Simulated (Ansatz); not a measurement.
4 guesses for Ta4O and where they end

The calculation used Ansatz, DFT PBE, scalar-relativistic, plane waves, PAW. Settings: cutoff 420 eV, Γ-centred meshes spaced at most about 0.3 Å⁻¹, and about 0.25 Å⁻¹ or finer for metals (2π included), Gaussian smearing. No spin polarisation in the final relaxations.

Each guess was relaxed in cell and atoms at zero pressure, within the symmetry of its start. All energies are static (0 K, no zero-point motion). Coordination counts Ta atoms around O (those within 1.25 times the shortest such distance or 1.15 times the sum of covalent radii; a plus sign parts nearer from farther groups).

| guess | made from | start group | V start (Å³/atom) | end group | V end (Å³/atom) | coordination at the end | gap on mesh (eV) | E over the lowest end (meV/atom) |
| --- | --- | --- | --- | --- | --- | --- | --- | --- |
| 1 | a Materials Project cell | P4/mmm | 15.7 | P4/mmm | 15.7 | O 2+4 | 0 | 0 |
| 2 | random cell | R3m | 14.6 | P-43m | 17.0 | O 4 | 0 | 78 |
| 3 | random cell | P-62m | 18.0 | P6/mmm | 21.2 | O 2 | 0 | 1470 |
| 4 | random cell | P6/mmm | 14.5 | ? | ? | ? | ? | ? |

Guess 4 as it starts:

```
Ta O
1.0
     4.82620    0.00000    0.00000
    -2.41310    4.17961    0.00000
     0.00000    0.00000    3.59677
Ta O
4 1
Direct
  0.50000 0.00000 0.50000
  0.00000 0.50000 0.50000
  0.50000 0.50000 0.50000
  0.00000 0.00000 0.00000
  0.00000 0.00000 0.50000
```

Q: Fill in the missing row: what does this guess relax into, and where does it rank?

A: It ends in space group P6/mmm (No. 191), with a = 5.373 Å, c = 3.784 Å, 18.9 Å³/atom and no gap. It lies 1.10 eV/atom over the lowest end, above guess 2 and below guess 3. Counting Ta atoms around O, this end has O 2+6 and the lowest (guess 1) has O 2+4.

```cif
data_structure
_symmetry_space_group_name_H-M 'P6/mmm'
_symmetry_Int_Tables_number 191
_cell_length_a 5.3733
_cell_length_b 5.3733
_cell_length_c 3.7841
_cell_angle_alpha 90.000
_cell_angle_beta 90.000
_cell_angle_gamma 120.000
_cell_volume 94.62
loop_
_atom_site_label
_atom_site_type_symbol
_atom_site_symmetry_multiplicity
_atom_site_Wyckoff_symbol
_atom_site_fract_x
_atom_site_fract_y
_atom_site_fract_z
_atom_site_occupancy
Ta1 Ta 3 g 0.50000 0.00000 0.50000 1
Ta2 Ta 1 a 0.00000 0.00000 0.00000 1
O1 O 1 b 0.00000 0.00000 0.50000 1
```

Energies over the elements count from the elements' standard structures at the same level (O₂ as a molecule), with no fitted energy shifts.

Q: Is the lowest end bound against the elements?

A: Yes: its formation energy is −0.57 eV/atom. Whether it is stable depends on the other phases of the system, which aren't compared here.

Spin–orbit coupling, which can matter for Ta, is left out. Cells relaxed within their symmetry can be saddle points; a later kick test found a lower structure for Ta4O P6/mmm. Some types were kept out of the candidates beforehand, so the set may lack a known form.
